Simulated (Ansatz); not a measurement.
**Does relaxation matter for the field gradients of SiO₂?**

Start: a COD entry (the cell was measured well above room temperature), atoms as given.

Space group P4_12_12 (No. 92); a = 4.9960, c = 7.0160 Å.

| site | Wyckoff | site symmetry | x | y | z |
| --- | --- | --- | --- | --- | --- |
| Si | 4a | ..2 | 0.2953 | 0.2953 | 0.0000 |
| O | 8b | 1 | 0.2406 | 0.0951 | 0.1748 |

One atom of each set is listed.

All values are calculated (Ansatz; DFT, PBE, plane waves and PAW (field gradients read without the response of the frozen cores, which leaves them typically 4 to 6 % off), scalar-relativistic, 420 eV cutoff, Γ-centred 4×4×3 k-points, Fermi–Dirac smearing 0.02 eV), not measured.

The largest force at the start is 0.47 eV/Å. Relaxing the ions at fixed cell moves them by 0.089 Å at most (atom 10, O) and 0.078 Å rms. End positions:

Si (0.3020, 0.3020, 0.0000)
O (0.2380, 0.1100, 0.1815)

```
site  moved (Å)               first shell before                first shell after  V_zz before (10²¹ V/m²)  η before
  Si      0.048               4 O at 1.60–1.61 Å               4 O at 1.62–1.63 Å                    -0.39      0.89
   O      0.089  2 Si at 1.60–1.61 Å, angle 149°  2 Si at 1.62–1.63 Å, angle 145°                     9.48      0.12
```

Question: How do the gradients change?

Answer: 

| site | V_zz after | η after | change of V_zz |
| --- | --- | --- | --- |
| Si | -0.37 | 0.72 | +0.02 |
| O | 9.89 | 0.17 | +0.41 |

The largest change of V_zz is on O, from 9.48 to 9.89. In per cent, |V_zz| changes by +4 on O (all sites that start above 0.5). Where |V_zz| stays above 0.1, η moves most on Si, from 0.89 to 0.72.
